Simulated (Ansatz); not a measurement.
Given:

AsRu:
```cif
data_As4Ru4
_chemical_formula_sum 'As4 Ru4'
_space_group_name_H-M_alt 'P 1'
_space_group_IT_number 1
_cell_length_a 5.68754
_cell_length_b 3.30052
_cell_length_c 6.34279
_cell_angle_alpha 90.000
_cell_angle_beta 90.000
_cell_angle_gamma 90.000
loop_
_space_group_symop_operation_xyz
  'x, y, z'
loop_
_atom_site_label
_atom_site_type_symbol
_atom_site_fract_x
_atom_site_fract_y
_atom_site_fract_z
_atom_site_occupancy
As1 As 0.69558 0.25000 0.06785 1
As2 As 0.30442 0.75000 0.93215 1
As3 As 0.80442 0.75000 0.56785 1
As4 As 0.19558 0.25000 0.43215 1
Ru1 Ru 0.50230 0.25000 0.70275 1
Ru2 Ru 0.49770 0.75000 0.29725 1
Ru3 Ru 0.99770 0.75000 0.20275 1
Ru4 Ru 0.00230 0.25000 0.79725 1
```

This is the PBEsol-relaxed structure.

Question: All from plane-wave PAW PBEsol (Ansatz code), unless another level is named. Predict the electronic character.

Answer: metallic (no gap).

Question: What about the formation energy from the elements (no fitted shifts)?

Answer: -0.28 eV/atom.

Question: Give the density of states at the Fermi level.

Answer: 0.73 states/eV per atom (mean over ±0.08 eV).

Space group Pnma. The workflow started from a Materials Project entry (that database holds measured and hypothetical structures alike); the Crystallography Open Database copy checked does not list it. Whether it is the stable phase at ambient conditions was not checked. The cell was relaxed with PBEsol under the symmetry of its start; whether a distortion lowers the energy is not shown. The workflow began spin-polarised and lost its moments. The references are the lowest solids computed at this level, not always the standard phases. Scalar-relativistic: spin–orbit coupling is off unless named, which matters more the heavier the elements.

Potentials: the later of the program's two PAW sets.
